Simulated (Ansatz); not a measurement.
Rb₂VAgS₄: computed property card

Rb2VAgS4:
```yaml
crystal:
  lattice:
    - [0.00000, 6.74460, 11.65661]
    - [2.90895, 0.00000, 11.65661]
    - [2.90895, 6.74460, 0.00000]
  atoms:
    - { symbol: Rb, position: [0.18026, 0.18026, 0.81974] }
    - { symbol: Rb, position: [0.81974, 0.81974, 0.18026] }
    - { symbol: Rb, position: [0.06974, 0.06974, 0.43026] }
    - { symbol: Rb, position: [0.43026, 0.43026, 0.06974] }
    - { symbol: V, position: [0.00000, 0.00000, 0.00000] }
    - { symbol: V, position: [0.25000, 0.25000, 0.25000] }
    - { symbol: Ag, position: [0.50000, 0.50000, 0.50000] }
    - { symbol: Ag, position: [0.75000, 0.75000, 0.75000] }
    - { symbol: S, position: [0.75501, 0.35459, 0.05250] }
    - { symbol: S, position: [0.35459, 0.75501, 0.83790] }
    - { symbol: S, position: [0.83790, 0.05250, 0.35459] }
    - { symbol: S, position: [0.05250, 0.83790, 0.75501] }
    - { symbol: S, position: [0.49499, 0.89541, 0.19750] }
    - { symbol: S, position: [0.89541, 0.49499, 0.41210] }
    - { symbol: S, position: [0.41210, 0.19750, 0.89541] }
    - { symbol: S, position: [0.19750, 0.41210, 0.49499] }
```

Space group Fddd (No. 70); conventional cell a = 5.818 Å, b = 13.489 Å, c = 23.313 Å, α = 90.00°, β = 90.00°, γ = 90.00°.

Method: DFT-r²SCAN in the program Ansatz with PAW potentials. The cell and atoms are relaxed at this level. Other levels are named where they apply.

### Cell and energy

- Volume per atom = 28.59 Å³
- Density = 3.33 g/cm³
- Formation energy from the elements (no fitted shifts) = -1.13 eV/atom

### Electronic structure

Band gap: 1.58 eV (indirect)
Valence-band maximum: on the Γ–Σ0 line, 80 % of the way from Γ (k = 0.000, 0.250, 0.250 in fractions of the reciprocal vectors)
Conduction-band minimum: at Γ
Smallest direct gap on the standard path: 1.70 eV
Electron effective mass: 3.8, 4.5, 5.6 mₑ (principal values)
Hole effective mass: 0.76, 1.7, 3.8 mₑ (principal values)

The workflow started from a Materials Project entry (that database holds measured and hypothetical structures alike); the Crystallography Open Database files this formula in space group No. 70, but the cells were not matched. Whether it is the stable phase at ambient conditions was not checked. The r²SCAN relaxation kept the symmetry of its start; its stability against distortions is not shown here. No spin polarisation was allowed. The references are the lowest solids computed at this level, not always the standard phases. Spin–orbit coupling is left out wherever it is not named.

Potentials: the later of the program's two PAW sets.
